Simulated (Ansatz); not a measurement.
Cu Kα1 powder pattern (kinematic, no thermal factors).
2θ (°) (relative intensity): 19.89 (2), 23.78 (100), 33.22 (2), 37.92 (2), 39.28 (27), 39.34 (51), 46.44 (32), 46.54 (15), 56.76 (9), 56.94 (4), 62.40 (7), 62.49 (12), 62.71 (1), 71.24 (17), 71.36 (8), 76.27 (7), 76.35 (3), 76.51 (3), 84.47 (3), 84.63 (5), 85.47 (1), 89.35 (5), 89.42 (5), 89.58 (4)

The pattern is computed from a structure relaxed with Ansatz 0.2.0, DFT PBE, scalar-relativistic, plane waves, PAW. No spin polarisation. Its elements are Cd, Se, Te.

Problem. Give the structure.

Solution. Cd$_{3}$Te$_{2}$Se.
Space group I-4m2 (No. 119). a = 4.584 Å, b = 4.584 Å, c = 19.390 Å, α = 90.00°, β = 90.00°, γ = 90.00°
| atom | site | symmetry | x | y | z |
| --- | --- | --- | --- | --- | --- |
| Cd | 4e | 2mm. | 0.5000 | 0.5000 | 0.3256 |
| Cd | 2b | -4m2 | 0.5000 | 0.5000 | 0.0000 |
| Te | 4f | 2mm. | 0.5000 | 0.0000 | 0.4127 |
| Se | 2c | -4m2 | 0.0000 | 0.5000 | 0.2500 |

A pattern alone doesn't exclude other cells with like lines; this is the one computed.

The cell was found from a structure generator's guess, not taken from experiment.
